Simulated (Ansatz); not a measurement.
A generator proposed this cell of Li3ZrN2.

Space group R-3m:H (No. 166). a = 4.883 Å, b = 4.883 Å, c = 11.622 Å, α = 90.00°, β = 90.00°, γ = 120.00°
```csv
atom,site,symmetry,x,y,z
Li,9d,.2/m,0.8333,0.1667,0.1667
Zr,3a,-3m,0.0000,0.0000,0.0000
N,6c,3m,0.3333,0.6667,0.2965
```

Theory: Ansatz 0.2.0, DFT PBE, scalar-relativistic, plane waves, PAW. Cutoff 420 eV; k points 6×6×6 on the computed 6-atom cell (Γ-centred); Gaussian smearing, width 0.10 eV; no spin polarisation.

The zero of energy is the elements' standard structures at the same level (N₂ as a molecule); no fitted shifts are applied.

Question: What does a single point on this coarse mesh give?

Answer: The pressure is -6.7 GPa (the mean over three directions, positive in compression), the largest force is 0.34 eV/Å, and the energy is +1.36 eV/atom against the elements. The shortest distance is 2.40 Å.

Question: Is it a good guess?

Answer: A poor one: relaxing gains about 1.2 eV/atom (the start's value is from the coarse mesh, so the gain is rough) in 21 ionic steps and ends at +0.16 eV/atom on the finer mesh. The symmetry stays R-3m (No. 166). The volume per atom shrinks by 28.7 %, from 13.3 to 9.5 Å³. The shortest distance goes from 2.40 Å (Li–Zr) to 1.78 Å (Li–Li). The ratio c/a of the conventional cell changes by a factor of 1.84. Conventional cell: a = 3.559 Å, c = 15.609 Å. Around Li lie 4 Li at 1.78 Å, 4 N at 2.23 Å and 2 Zr at 2.80 Å; Zr is surrounded by 6 N at 2.41 Å, 6 Li at 2.80 Å and 6 Zr at 3.56 Å; N is surrounded by 6 Li at 2.23 Å, 3 Zr at 2.41 Å and 1 N at 2.70 Å.

The last run used a 12×12×12 mesh for its 6-atom cell and Gaussian smearing of 0.10 eV. The relaxation can't lower the symmetry of the start, and the grade says only how near the guess is to its own end. Symmetry constrained the relaxation, so the result can be a saddle point. Another cell of Li3ZrN2 relaxed alike, in Pm, lies 0.78 eV/atom lower, so this cell isn't the stable form at this level.
